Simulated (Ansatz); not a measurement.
MgF2:
```
CELL_PARAMETERS angstrom
      4.93536     0.00000     0.00000
      0.00000     4.93536     0.00000
      0.00000     0.00000     4.93536
ATOMIC_POSITIONS crystal
  Mg 0.00000 0.50000 0.50000
  Mg 0.50000 0.50000 0.00000
  Mg 0.50000 0.00000 0.50000
  Mg 0.00000 0.00000 0.00000
  F  0.34101 0.15899 0.84101
  F  0.65899 0.84101 0.15899
  F  0.15899 0.84101 0.34101
  F  0.84101 0.15899 0.65899
  F  0.84101 0.34101 0.15899
  F  0.15899 0.65899 0.84101
  F  0.65899 0.65899 0.65899
  F  0.34101 0.34101 0.34101
```

Relaxed with r²SCAN.

Map the electron localisation function on the plane through (0.000, 0.500, 0.500) spanned by u = [1, 0, 0] and v = [0, 1, 1] in lattice vectors, from DFT-r²SCAN in the program Ansatz with PAW potentials.

x is the fraction of u, y of v (the angle between them is 90°; rows are the nearest grid lines); atoms in the plane: Mg at (0.00, 0.00), Mg at (0.00, 0.50), F at (0.66, 0.16), F at (0.34, 0.84).
```
y \ x   0.000  0.0800  0.200  0.280  0.360  0.440  0.560  0.640  0.720  0.800  0.920   1.00
------  -----  ------  -----  -----  -----  -----  -----  -----  -----  -----  -----  -----
1.00    0.168   0.406  0.024  0.259  0.289  0.062  0.062  0.289  0.259  0.024  0.406  0.168
0.914   0.346   0.133  0.658  0.823  0.816  0.793  0.129  0.013  0.024  0.038  0.129  0.346
0.857   0.030   0.031  0.802  0.700  0.489  0.807  0.262  0.023  0.224  0.483  0.199  0.030
0.771   0.392   0.028  0.688  0.819  0.802  0.783  0.086  0.092  0.653  0.798  0.751  0.392
0.686   0.333   0.031  0.069  0.220  0.274  0.159  0.017  0.073  0.462  0.728  0.700  0.333
0.629   0.026   0.012  0.017  0.021  0.020  0.016  0.015  0.021  0.054  0.239  0.066  0.026
0.543   0.338   0.436  0.023  0.203  0.226  0.052  0.052  0.202  0.148  0.022  0.426  0.338
0.457   0.338   0.426  0.022  0.148  0.202  0.052  0.052  0.226  0.203  0.023  0.436  0.338
0.371   0.026   0.066  0.239  0.054  0.021  0.015  0.016  0.020  0.021  0.017  0.012  0.026
0.314   0.333   0.700  0.728  0.462  0.073  0.017  0.159  0.274  0.220  0.069  0.031  0.333
0.229   0.392   0.751  0.798  0.653  0.092  0.086  0.783  0.802  0.819  0.688  0.028  0.392
0.143   0.030   0.199  0.483  0.224  0.023  0.262  0.807  0.489  0.700  0.802  0.031  0.030
0.0857  0.346   0.129  0.038  0.024  0.013  0.129  0.793  0.816  0.823  0.658  0.133  0.346
0.000   0.168   0.406  0.024  0.259  0.289  0.062  0.062  0.289  0.259  0.024  0.406  0.168
```

The density is the valence pseudo-density with augmentation charge, so density and ELF within about 1 Å of a nucleus are not all-electron values.

Space group Pa-3. The first step of the workflow began from a Materials Project structure, measured or hypothetical; the Crystallography Open Database copy checked does not list it. It is not the phase usual at ambient conditions (space group No. 136). The r²SCAN relaxation kept the symmetry of its start; its stability against distortions is not shown here.

Potentials: the later of the program's two PAW sets.
